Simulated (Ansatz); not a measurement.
Ti₂AlC:
```
Ti2AlC
1.0
    3.05510     0.00000     0.00000
   -1.52755     2.64579     0.00000
    0.00000     0.00000    13.71109
Ti Al C
4 2 2
Cartesian
  0.00000   1.76386   1.14541
  1.52755   0.88193  12.56568
  1.52755   0.88193   8.00095
  0.00000   1.76386   5.71014
  0.00000   1.76386  10.28332
  1.52755   0.88193   3.42777
  0.00000   0.00000   0.00000
  0.00000   0.00000   6.85554
```

Relaxed with r²SCAN.

### Question
Map the valence electron density (e/Å³), cut off at 1 on the plane through (0.333, 0.667, 0.084) spanned by u = [0, 0, 1] and v = [1, -1, 0] in lattice vectors, from DFT-r²SCAN in the program Ansatz with PAW potentials.

### Answer
x is the fraction of u, y of v (the angle between them is 90°; rows are the nearest grid lines); atoms in the plane: Ti at (0.00, 0.00), Ti at (0.83, 0.33), Ti at (0.50, 0.33), Ti at (0.33, 0.00), Al at (0.67, 0.00), Al at (0.17, 0.33), C at (0.92, 0.67), C at (0.42, 0.67).
```
|@@@:.......@@@@@=......:    .:......:@@@|
|@@@:.......%@@@@-......:    .:......:@@@|
|@@@........+@@@@-......:.   ........:@@@|
|@@=. ......:@@@@-::......  .......::-*@@|
|-..         .:=+%%+-.  .......  .:=#%*=-|
|:.          ..-#@@@=.           .-#@@@=:|
|:.           .=@@@@+.           .=@@@@+:|
|:.           .=@@@@*.           .=@@@@*:|
|:.           .+@@@@*.           .+@@@@*:|
|:.           .=@@@@*.           .=@@@@*:|
|:.           .-%@@@+.           .=%@@@=:|
|..  ......   .:+@@#=.          .:-*@@*-.|
|......  .......:--+@@-. ......:%@@#=-:..|
|......   .......::@@@#........=@@@@-:...|
|....:.   .:......:@@@@........#@@@@-....|
|....:    .:......:@@@@:.......@@@@@=....|
|....:    .:......:@@@@:.......@@@@@=....|
|....:.   ........:@@@@........*@@@@-....|
|......  .........:*@@*........-@@@@:....|
|::..........:::...:%@:........:*@@=...::|
|@@=........-@@@#:........  ..........=@@|
|@@@........+@@@@-......:.   ........:@@@|
|@@@:.......%@@@@-......:    .:......:@@@|
|@@@:.......@@@@@=......:    .:......:@@@|
```
Scale: ten equal steps from 0.061 (start of ' ') to 1.00 (end of '@'), in the order ' .:-=+*#%@'; x runs from 0.000 to 1.00, y from 0.000 (bottom) to 1.00 (top).

The density is the valence pseudo-density with augmentation charge, so density and ELF within about 1 Å of a nucleus are not all-electron values.

Space group P6_3/mmc. The first step of the workflow began from a Materials Project structure, measured or hypothetical; the Crystallography Open Database copy checked does not list it. Its standing as an ambient phase is unchecked. Symmetry was held in the r²SCAN relaxation; of distortions, only those at the zone centre were tested. No spin polarisation was allowed.

Potentials: the later of the program's two PAW sets.
